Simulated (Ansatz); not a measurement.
LiCl:
```
LiCl
1.0
    0.00000     2.57514     2.57514
    2.57514     0.00000     2.57514
    2.57514     2.57514     0.00000
Li Cl
1 1
Direct
  0.00000   0.00000   0.00000
  0.50000   0.50000   0.50000
```

Cartesian axes are those of the cell as given.

Q: Give the high-frequency dielectric tensor and the Born effective charge tensors of the independent atoms from DFPT, DFT-PBE in the program Ansatz with PAW potentials.

A: 
ε∞:
```
2.94  0.00  0.00
0.00  2.94  0.00
0.00  0.00  2.94
```
Z* of atom 1 (Li), rows: field, columns: displacement, in e:
```
1.19  0.00  0.00
0.00  1.19  0.00
0.00  0.00  1.19
```
Z* of atom 2 (Cl), rows: field, columns: displacement, in e:
```
-1.19   0.00   0.00
 0.00  -1.19   0.00
 0.00   0.00  -1.19
```

Static charges for comparison (Bader): Li1 +0.90, Cl2 -0.90 e. Born charges measure polarisation by displacement and can exceed these by far.

Space group Fm-3m (rock salt). Symmetry was held in the PBE relaxation.

Potentials: the later of the program's two PAW sets.
